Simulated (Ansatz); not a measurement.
Be (hcp (Mg type), space group No. 194) is relaxed with DFT-PBE in the program Ansatz with PAW potentials. What lattice parameters of the conventional cell result?

a = 2.263 Å, c = 3.567 Å.

Space group P6_3/mmc (hcp (Mg type)). Symmetry was held in the PBE relaxation. Axis ratios of metals converge slowly with the k-mesh, so a and c are less sure than the volume.

Potentials: the later of the program's two PAW sets.
